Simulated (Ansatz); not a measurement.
## Ce2O2S-type Gd₂SO₂: one cell, several electronic states

All numbers are calculated (LDA+U, U_eff = 6.0 eV (Dudarev form) on Gd f, fully localised double counting, scalar-relativistic datasets, 420 eV, PAW set soft_2 (made for PBE), 6×6×3 mesh, Gaussian smearing of 0.05 eV) with the plane-wave PAW code Ansatz.

```yaml
crystal:
  lattice:
    - [3.87352, 0.00000, 0.00000]
    - [-1.93676, 3.35457, 0.00000]
    - [0.00000, 0.00000, 6.59755]
  atoms:
    - { symbol: Gd, position: [0.33333, 0.66667, 0.28000] }
    - { symbol: Gd, position: [0.66667, 0.33333, 0.72000] }
    - { symbol: O, position: [0.33333, 0.66667, 0.63000] }
    - { symbol: O, position: [0.66667, 0.33333, 0.37000] }
    - { symbol: S, position: [0.00000, 0.00000, 0.00000] }
```

The cell is an idealised prototype at the compound's measured volume; the real structure may be a distorted variant.

Cell and atoms stay fixed, and the cell was started in 17 ways, of which 2 didn't converge and are left out, without spin–orbit coupling. The starts were built for 7 f electrons on Gd, a formal count that the converged states needn't keep. Starting moments of the plain starts: Gd1 7.00; Gd2 7.00 μB (atoms counted from 1).

How many distinct unconstrained states are reached, over what range, and what is the lowest like? The starts that converged:
- ferromagnetic start, free, natural orbitals of the symmetric run filled by rank
- total moment locked, 10.50 μB per cell (constrained)
- ferromagnetic start, free, default search
- antiferromagnetic directions held (constrained)
- total moment held at first, then free, 7.00 μB per cell
- ferromagnetic start, free, symmetry kept, no search
- total moment locked at zero, no site moments, 0.00 μB per cell (constrained)
- total moment locked, 12.60 μB per cell (constrained)
- total moment locked, 15.40 μB per cell (constrained)
- antiferromagnetic site moments held at Gd1 6.85; Gd2 -6.85 μB at first, then free
- site moments held at Gd1 6.51; Gd2 6.51 μB (constrained)
- no spin polarisation
- canted directions held, 90° (constrained)
- antiferromagnetic start, free
- ferrimagnetic site moments held at Gd1 6.85; Gd2 -2.74 μB at first, then free

3 distinct free states (told apart by 2 meV/atom, or by moments or gap), the highest 1334.9 meV/atom up. The lowest has a gap of 2.88 eV; it came from: antiferromagnetic start, free; ferrimagnetic site moments held at Gd1 6.85; Gd2 -2.74 μB at first, then free; antiferromagnetic site moments held at Gd1 6.85; Gd2 -6.85 μB at first, then free.

Energies count from the lowest free state found; constrained states (a lock kept on the moments, or spin off) can lie above or below free ones. A natural orbital (eigenvector of a shell's occupation matrix) is counted as filled above 0.75 (0.9 in a metal) and as partly filled from 0.35 up to that; ↑ and ↓ are the spin channels.

| state | reached from | ΔE (meV/atom) | gap (eV) | P (GPa) | cell spin moment (μB) | site spin moments (μB; Gaussian-weighted where vectors) | shell filling | Hubbard energy (eV/cell) | flags |
| --- | --- | --- | --- | --- | --- | --- | --- | --- | --- |
| 1 | antiferromagnetic directions held (constrained) | 0.0 | 2.88 | -6.2 | 0.00 | Gd 6.86, -6.86 | Gd 7↑ 0↓, 7.04 e; Gd 0↑ 7↓, 7.04 e | 0.31 | – |
| 2 | antiferromagnetic start, free; ferrimagnetic site moments held at Gd1 6.85; Gd2 -2.74 μB at first, then free; antiferromagnetic site moments held at Gd1 6.85; Gd2 -6.85 μB at first, then free | 0.0 | 2.88 | -6.2 | 0.00 | Gd 6.86, -6.86 | Gd 7↑ 0↓, 7.04 e; Gd 0↑ 7↓, 7.04 e | 0.31 | – |
| 3 | canted directions held, 90° (constrained) | 0.6 | 2.69 | – | 9.90 | Gd1 (0.00, 0.00, 6.71); Gd2 (6.71, 0.00, 0.00) | Gd 7 filled of 14 spin orbitals, 7.04 e | 0.31 | – |
| 4 | ferromagnetic start, free, natural orbitals of the symmetric run filled by rank; ferromagnetic start, free, symmetry kept, no search; ferromagnetic start, free, default search | 1.1 | 2.62 | -6.2 | 14.00 | Gd 6.85 | Gd 7↑ 0↓, 7.04 e | 0.31 | – |
| 5 | site moments held at Gd1 6.51; Gd2 6.51 μB (constrained) | 255.0 | 1.29 | – | 14.00 | Gd 6.51; O 0.17; S 0.15 | Gd 7↑ 0↓, 7.12 e | 0.87 | – |
| 6 | total moment locked, 15.40 μB per cell (constrained) | 566.7 | metal | -4.5 | 15.40 | Gd 6.92; O 0.16; S 0.32 | Gd 7↑ 0↓, 7.03 e | 0.25 | – |
| 7 | total moment locked, 12.60 μB per cell (constrained) | 567.9 | metal | -5.8 | 12.60 | Gd 6.76; O -0.20; S -0.39 | Gd 7↑ 0↓, 7.08 e | 0.59 | – |
| 8 | total moment held at first, then free, 7.00 μB per cell | 1334.9 | 1.29 | -6.6 | 10.00 | Gd 4.92 | Gd 6↑ 1↓, 7.07 e | 0.49 | – |
| 9 | total moment locked, 10.50 μB per cell (constrained) | 1683.8 | metal | -3.1 | 10.50 | Gd 6.60; O -0.51; S -0.81 | Gd 7↑ 0↓, 7.13 e | 1.09 | – |
| 10 | total moment locked at zero, no site moments, 0.00 μB per cell (constrained) | 4127.5 | metal | -6.4 | 0.00 | under 0.05 | Gd 3↑(+1 partly) 3↓(+1 partly), 7.28 e | 3.21 | – |
| 11 | no spin polarisation | 4127.5 | metal | -6.4 | 0.00 | under 0.05 | Gd 3 filled, 1 partly in each spin, 7.28 e | 3.21 | – |

Natural occupations of the lowest free state (state 2): Gd1 spin up: 1.00 1.00 1.00 1.00 1.00 1.00 1.00; Gd1 spin down: 0.01 0.01 0.01 0.01 0.01 0.01 0.01; Gd2 spin up: 0.01 0.01 0.01 0.01 0.01 0.01 0.01; Gd2 spin down: 1.00 1.00 1.00 1.00 1.00 1.00 1.00.

State 8 lies 1334.9 meV/atom higher, or 6.67 eV per cell. It has a gap of 1.29 eV and a whole-number cell moment of 10 μB, as a collinear insulator must have; natural occupations Gd1 spin up: 0.03 1.00 1.00 1.00 1.00 1.00 1.00; Gd1 spin down: 0.01 0.01 0.01 0.01 0.01 0.01 1.00; Gd2 spin up: 0.03 1.00 1.00 1.00 1.00 1.00 1.00; Gd2 spin down: 0.01 0.01 0.01 0.01 0.01 0.01 1.00. On Gd1, N↑ − N↓ is 4.99 in size in state 8 against 6.95 in state 2: with fewer parallel spins, state 8 lacks part of the exchange energy behind Hund's first rule. They differ in magnetic order (signs of the magnetic ions' moments, up to an overall flip, +− in state 2, ++ in state 8) and in their orbitals (elements of the occupation matrices differ by up to 0.99). A third run (ferromagnetic start, free, symmetry kept, no search) has the order of state 8 and the orbitals of state 2 (matrices equal within 0.01); it lies 1.1 meV/atom higher than state 2, and state 8 lies 1333.8 meV/atom higher than it. So of the 1334.9 meV/atom the spin state and orbitals give 1333.8 and the order of the moments 1.1: the difference is almost all the shell's spin state. With J = 0 the Hubbard energy is (U/2) Σ λ(1 − λ), a penalty on fractional natural occupations. The sums Σ λ(1 − λ) over the cell's shells are 0.10 for state 2 and 0.16 for state 8, which at U/2 = 3.00 eV give 0.31 and 0.49 eV per cell. Of the difference of 6.67 eV per cell, the Hubbard term gives 0.18 eV and all other terms 6.49 eV, so the Hubbard term itself makes little of it, though U shapes both states. The other terms are taken on each state's own density, so they aren't the result of a run without U.

In the lowest free state the fixed cell carries a pressure of -6.2 GPa and forces up to 0.36 eV/Å; relaxing would change energies and could change the order of close states.

The lowest state found needn't be the ground state of this level of theory. For metallic states the mesh is coarse, so energy differences carry some meV/atom. Without spin–orbit coupling, which is strong for such heavy shells, the order of states can differ from the real one. U is one value of a scan, not fitted to this compound, so the states needn't resemble the real material's. Stress under a held lock on site moments or directions isn't converged. Gaps are Kohn–Sham gaps over the k-mesh alone and may be smaller between its points.
